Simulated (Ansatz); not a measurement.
Random displacements in WBrCl$_{3}$O

These are results of DFT PBE+D3(BJ), scalar-relativistic, plane waves, PAW in Ansatz 0.2.0, not measurements. The runs took a 420 eV cutoff, a Γ-centred 8×6×6 mesh and Gaussian smearing (0.05 eV). Spin–orbit coupling is left out, which matters for the heavy elements here. No spin polarisation. Energies are free energies at this smearing, counted from the undisturbed cell; pressure is positive in compression.

Reference structure (relaxed at this level; it needn't be the usual structure):

```xyz
6
Lattice="3.9064 -0.0017 0.0127 1.9403 6.0799 -0.1282 1.9698 -0.0673 6.1911" Properties=species:S:1:pos:R:3 pbc="T T T"
W     3.9414    5.9986    6.0397
Br    4.2020    1.2087    2.1043
Cl    2.2784    1.8988    5.0239
Cl    2.2430    4.0930    1.0031
Cl    4.2164    4.8482    4.0581
O     6.0956    5.9999    6.0463
```

After a displacement of all atoms with no net shift and a strain of the cell, the run gives ΔE = 524.8 meV/atom; stress (xx, yy, zz, yz, xz, xy; compression positive) (1.00, 23.88, 18.50, -9.39, -0.21, 5.57) GPa; gap on the mesh 1.46 eV.

| atom | Fx (eV/Å) | Fy | Fz |
| --- | --- | --- | --- |
| W1 | -1.975 | -13.738 | 6.838 |
| Br2 | 0.847 | 0.850 | 2.912 |
| Cl3 | 1.786 | 13.386 | -8.034 |
| Cl4 | -0.413 | 0.826 | -0.115 |
| Cl5 | -0.252 | -1.317 | -1.469 |
| O6 | 0.008 | -0.008 | -0.131 |

Which displacements (Å, in the unstrained cell) and strain were applied?

```tsv
atom	ux	uy	uz
W1	0.00	0.17	-0.04
Br2	-0.15	0.05	-0.05
Cl3	-0.03	-0.20	0.11
Cl4	0.08	-0.20	-0.07
Cl5	0.10	0.15	0.02
O6	-0.01	0.03	0.03
```
Strain (Voigt, engineering shear): (0.0032, -0.0056, -0.0353, -0.0068, -0.0249, -0.0992).

Cost: 1 run of about 0.24 core-minutes, on AMD EPYC 9R45 (Zen 5) (shared hosts).